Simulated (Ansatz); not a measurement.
A calculation with the code Ansatz. Plane-wave DFT: natural occupations of the f shells on orthogonalised atomic orbitals at the end of the run, rising, by spin; atoms or cell relaxed as the task says.

```
cell
1.0
     0.0000    4.0546    4.0546
     4.0546    0.0000    4.0546
     4.0546    4.0546    0.0000
Eu Hf O Ti
2 1 6 1
Direct
  0.2500 0.2500 0.2500
  0.7500 0.7500 0.7500
  0.0000 0.0000 0.0000
  0.7451 0.2549 0.2549
  0.2549 0.7451 0.7451
  0.2549 0.7451 0.2549
  0.7451 0.2549 0.7451
  0.2549 0.2549 0.7451
  0.7451 0.7451 0.2549
  0.5000 0.5000 0.5000
```

Starting moments (μB): Eu number 1 7.42, Eu number 2 7.42, Ti 0.13; others 0.

| quantity | value |
| --- | --- |
| cell charge | 0 e |
| spin | collinear |
| scf start | atoms |
| lower state search | off |
| functional | PBE |
| wave cutoff | 420 eV |
| k mesh | 8, 8, 8 |
| k shift | 0, 0, 0 mesh steps |
| gaussian smearing | 0.05 eV |
| task | relax cell and atoms |

Results:

```json
{"shell atom": "1", "shell element": "Eu", "shell spin": "up", "shell occupation 1 (e)": "0.92", "shell occupation 2 (e)": "0.98", "shell occupation 3 (e)": "0.98", "shell occupation 4 (e)": "0.98", "shell occupation 5 (e)": "0.99", "shell occupation 6 (e)": "0.99", "shell occupation 7 (e)": "0.99"}
{"shell atom": "1", "shell element": "Eu", "shell spin": "down", "shell occupation 1 (e)": "0", "shell occupation 2 (e)": "0", "shell occupation 3 (e)": "0", "shell occupation 4 (e)": "0", "shell occupation 5 (e)": "0.01", "shell occupation 6 (e)": "0.01", "shell occupation 7 (e)": "0.01"}
{"shell atom": "2", "shell element": "Eu", "shell spin": "up", "shell occupation 1 (e)": "0.92", "shell occupation 2 (e)": "0.98", "shell occupation 3 (e)": "0.98", "shell occupation 4 (e)": "0.98", "shell occupation 5 (e)": "0.99", "shell occupation 6 (e)": "0.99", "shell occupation 7 (e)": "0.99"}
{"shell atom": "2", "shell element": "Eu", "shell spin": "down", "shell occupation 1 (e)": "0", "shell occupation 2 (e)": "0", "shell occupation 3 (e)": "0", "shell occupation 4 (e)": "0", "shell occupation 5 (e)": "0.01", "shell occupation 6 (e)": "0.01", "shell occupation 7 (e)": "0.01"}
```

Caveats: 4f shell without a U, which puts 4f levels too near the Fermi level; occupations loosely converged; open f or d shells may hold a state above the lowest.
